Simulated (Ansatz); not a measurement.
AlN:
```
CELL_PARAMETERS angstrom
      3.10338     0.00000     0.00000
     -1.55169     2.68760     0.00000
      0.00000     0.00000    10.04924
ATOMIC_POSITIONS crystal
  Al 0.00000 0.00000 0.00146
  Al 0.00000 0.00000 0.50146
  Al 0.66667 0.33333 0.75036
  Al 0.33333 0.66667 0.25036
  N  0.00000 0.00000 0.81192
  N  0.00000 0.00000 0.31192
  N  0.66667 0.33333 0.56190
  N  0.33333 0.66667 0.06190
```

x, y and z are the axes in which the lattice vectors are written.

Task: Give the high-frequency dielectric tensor and the Born effective charge tensors of the independent atoms from DFPT, DFT-PBEsol in the program Ansatz with PAW potentials.

Result: 
ε∞:
```
4.58  0.00  0.00
0.00  4.58  0.00
0.00  0.00  4.71
```
Z* of atom 1 (Al), rows: field, columns: displacement, in e:
```
2.52  0.00  0.00
0.00  2.52  0.00
0.00  0.00  2.72
```
Z* of atom 3 (Al), rows: field, columns: displacement, in e:
```
2.55  0.00  0.00
0.00  2.55  0.00
0.00  0.00  2.50
```
Z* of atom 5 (N), rows: field, columns: displacement, in e:
```
-2.53   0.00   0.00
 0.00  -2.53   0.00
 0.00   0.00  -2.64
```
Z* of atom 7 (N), rows: field, columns: displacement, in e:
```
-2.55   0.00   0.00
 0.00  -2.55   0.00
 0.00   0.00  -2.59
```

Space group P6_3mc. A made-up cell: these elements were put on the sites of a structure type. Its sites differ from those of the usual phase in this space group: another stacking or structure type. The PBEsol relaxation kept the symmetry of its start; its stability against distortions is not shown here.

Potentials: the later of the program's two PAW sets.
